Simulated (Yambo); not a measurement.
G0W0@PBEsol for BaTiO$_{3}$ (space group R3m, No. 160) in Yambo. Reference settings: 4×4×4 Γ-centred k mesh, bands 3 to 158 and a 6 Ry block in the screening, 158 bands in G with the Bruneval-Gonze terminator, plasmon pole fitted at 27.2 eV. The PBEsol gap Z → Γ on this mesh is 2.36 eV; G0W0 gaps are taken between the same points.

The settings were changed. The gap went from 4.00 eV to 4.27 eV, and the shift of the valence edge from -0.24 eV to -0.28 eV.

Task: Which change was made?
A. 3 Ry block
B. 110 bands in W, 110 bands in G
C. 72 bands in G, no terminator
D. no terminator

Result: A, 3 Ry block. The others gave (gap, valence shift): 110 bands in W, 110 bands in G: 4.02, -0.14 eV; no terminator: 4.12, 0.00 eV; 72 bands in G, no terminator: 4.13, 0.57 eV.

Geometry of the Materials Project entry, not relaxed at this level; primitive cell a = b = c = 4.034 Å, α = β = γ = 89.84°.

A shift is the quasiparticle energy of the state minus its PBEsol energy.
